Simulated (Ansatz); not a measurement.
GeBCN:
```
GeBCN
1.0
    2.95225     0.00000     0.00000
   -1.47612     2.55672     0.00000
    0.00000     0.00000     4.77368
B Ge C N
1 1 1 1
Cartesian
  0.00000   1.70448   2.32821
  1.47612   0.85224   0.01651
  0.00000   1.70448   0.74210
  1.47612   0.85224   2.88024
```

Relaxed with r²SCAN+D4. Special points in fractions of this cell's reciprocal vectors: Γ (0.000, 0.000, 0.000); M (0.500, 0.000, 0.000); K (0.333, 0.333, 0.000); A (0.000, 0.000, 0.500); L (0.500, 0.000, 0.500); H (0.333, 0.333, 0.500).

List the band energies nearest the valence-band maximum at these points for DFT-r²SCAN+D4 in the program Ansatz with PAW potentials.

In eV from the valence-band maximum; about four levels below and three above (degenerate sets whole), none deeper than 8.9 eV; points with the same levels are listed once.

| k | below | above |
|---|---|---|
| Γ | -3.25 -3.25 -1.41 0.00 0.00 | 2.74 5.63 6.22 6.22 |
| M | -7.32 -5.26 -4.78 -1.88 | 3.38 4.88 6.27 |
| K | -7.58 -6.08 -5.43 -4.87 | 2.95 7.47 8.06 |
| A | -3.01 -3.01 -0.44 -0.44 | 3.45 6.01 6.72 6.72 |
| L | -4.76 -4.13 -3.78 -2.84 | 2.52 4.58 5.73 |
| H | -7.26 -6.72 -3.51 -3.27 | 4.26 6.16 7.07 |

Space group P3m1. The start of the workflow was typed in or built on a structure type; neither database checked (COD, Materials Project) lists it. Its standing as an ambient phase is unchecked. Symmetry was held in the r²SCAN+D4 relaxation; its stability against distortions is not shown here. The volume moved by -16 % from the start of the relaxation. Spin–orbit coupling is left out wherever it is not named.

Potentials: the earlier of the program's two PAW sets. The files were generated under PBE; for other functionals the program regenerates the frozen cores, and for LDA and PBEsol the local potential too.
